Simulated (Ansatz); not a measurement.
Is this MgCd2S3 structure a true minimum?

The cell was found from a structure generator's guess, not taken from experiment.

Theory: DFT PBE, scalar-relativistic, plane waves, PAW (Ansatz 0.2.0). Plane waves to 420 eV, a k mesh through Γ of 6×6×2 on the computed 12-atom cell and Gaussian smearing (0.02 eV); no spin polarisation.

The cell below (12 atoms, space group P3m1 (No. 156)) is relaxed within its symmetry.

```
Mg Cd S
1.0
     4.14860    0.00000    0.00000
    -2.07430    3.59279    0.00000
     0.00000    0.00000   20.16663
Mg Cd S
2 4 6
Direct
  0.00000 0.00000 0.50220
  0.00000 0.00000 0.83133
  0.66667 0.33333 0.99755
  0.66667 0.33333 0.33950
  0.66667 0.33333 0.66871
  0.00000 0.00000 0.16831
  0.66667 0.33333 0.12495
  0.66667 0.33333 0.46688
  0.66667 0.33333 0.79600
  0.00000 0.00000 0.29578
  0.00000 0.00000 0.62483
  0.00000 0.00000 0.95396
```

For the test it was strained at random (σ = 1.5 % a component), the atoms were moved at random (σ = 0.05 Å), and all was relaxed again on a coarse 6×6×1 mesh (in the run’s order of axes) with 0.10 eV smearing, with no symmetry imposed.

Q: Does it come back?

A: It returns, within 1 meV/atom of the unmoved cell on that mesh and with the same symmetry when read at 0.1 Å. No instability shows in this cell; modes of other wave vectors, which need another repeat, aren't tested.
